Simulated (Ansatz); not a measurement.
Data sheet: WC (DFT)

WC:
```cif
data_C4W4
_chemical_formula_sum 'W4 C4'
_space_group_name_H-M_alt 'Fm-3m'
_space_group_IT_number 225
_space_group_name_Hall '-F 4 2 3'
_cell_length_a 4.34561
_cell_length_b 4.34561
_cell_length_c 4.34561
_cell_angle_alpha 90.000
_cell_angle_beta 90.000
_cell_angle_gamma 90.000
loop_
_atom_site_label
_atom_site_type_symbol
_atom_site_symmetry_multiplicity
_atom_site_Wyckoff_symbol
_atom_site_fract_x
_atom_site_fract_y
_atom_site_fract_z
_atom_site_occupancy
W1 W 4 a 0.00000 0.00000 0.00000 1
C1 C 4 b 0.50000 0.50000 0.50000 1
```
(The calculation used a cell of 2 atoms; values per cell refer to that cell.)

Space group Fm-3m (No. 225), rock salt; conventional cell a = b = c = 4.3456 Å, α = β = γ = 90.00°.

Method: PBEsol (plane waves, PAW; program Ansatz). Structure relaxed to zero pressure with the same functional. Other levels are named where they apply.

**Cell and energy**

| Quantity | Value |
|---|---|
| Volume per atom | 10.26 Å³ |
| Density | 15.85 g/cm³ |
| Formation energy from the elements (no fitted shifts) | 0.21 eV/atom |

**Electronic structure**

| Quantity | Result |
|---|---|
| Electronic character | metallic (no gap) |
| Density of states at the Fermi level | 0.54 states/eV per atom (mean over ±0.08 eV) |
| Gap with spin–orbit coupling | none (metallic) |

**Mechanics**

| Item | Value |
|---|---|
| Bulk modulus (Birch–Murnaghan fit) | 390 GPa |
| Pressure derivative B′ | 4.3 |
| Elastic constants (relaxed ions, GPa) | C11 = 808, C12 = 182, C44 = 123 |
| Mechanical stability | stable (all eigenvalues of C positive) |
| Hill bulk and shear moduli | 390 and 181 GPa |
| Young's modulus | 470 GPa |
| Poisson's ratio | 0.30 |
| Debye temperature from the elastic constants | 517 K |

**Phonons**

| Quantity | Value |
|---|---|
| Highest zone-centre frequency | 416 cm⁻¹ |
| Zone-centre stability | no imaginary mode at Γ |

The workflow started from a Materials Project entry (that database holds measured and hypothetical structures alike); the Crystallography Open Database copy checked does not list it. It is not the phase usual at ambient conditions (space group No. 187). Symmetry was held in the PBEsol relaxation. The run is not spin-polarised. Its formation energy is positive at this level, so the cell may be metastable or incomplete. As this level gives no gap, shear constants depend on the k-mesh and smearing (Fermi–Dirac, 0.1 eV here). As this level gives no gap, phonon frequencies hold no LO–TO term and depend on the k-mesh and smearing (Fermi–Dirac, 0.1 eV here). The references are the lowest solids computed at this level, not always the standard phases. Scalar-relativistic: spin–orbit coupling is off unless named, which matters more the heavier the elements.

Potentials: the earlier of the program's two PAW sets. The files were generated under PBE; for other functionals the program regenerates the frozen cores, and for LDA and PBEsol the local potential too.
